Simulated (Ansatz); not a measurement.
Mg2Ge:
```xyz
3
Lattice="0.0000 3.2105 3.2105 3.2105 0.0000 3.2105 3.2105 3.2105 0.0000" Properties=species:S:1:pos:R:3 pbc="T T T"
Mg     4.8157     4.8157     4.8157
Mg     1.6052     1.6052     1.6052
Ge     0.0000     0.0000     0.0000
```

DFT-PBE in the program Ansatz with PAW potentials gives a gap of 0.16 eV without spin–orbit coupling, maximum at Γ, minimum at X.

### Question
What happens when spin–orbit coupling is switched on?

### Answer
The gap decreases by 0.07 eV, to 0.09 eV; maximum at Γ, minimum at X.

### Question
How large is the spin–orbit splitting of the valence top at Γ?

### Answer
The fourfold level lies 0.19 eV above the split-off pair.

### Question
Give the electron effective mass with spin–orbit coupling.

### Answer
0.19, 0.19, 0.55 mₑ (principal values).

### Question
Give the hole effective mass with spin–orbit coupling, band 1 of 2 at the edge.

### Answer
0.33 along [100], 0.66 along [110], 0.92 along [111] (mₑ).

### Question
Give the hole effective mass with spin–orbit coupling, band 2 of 2 at the edge.

### Answer
0.090 along [100], 0.080 along [110], 0.077 along [111] (mₑ).

### Question
Give the Z2 indices of the occupied bands with spin–orbit coupling.

### Answer
0;(000).

Space group Fm-3m (anti-fluorite). The PBE relaxation kept the symmetry of its start; of distortions, only those at the zone centre were tested.

Potentials: the later of the program's two PAW sets.
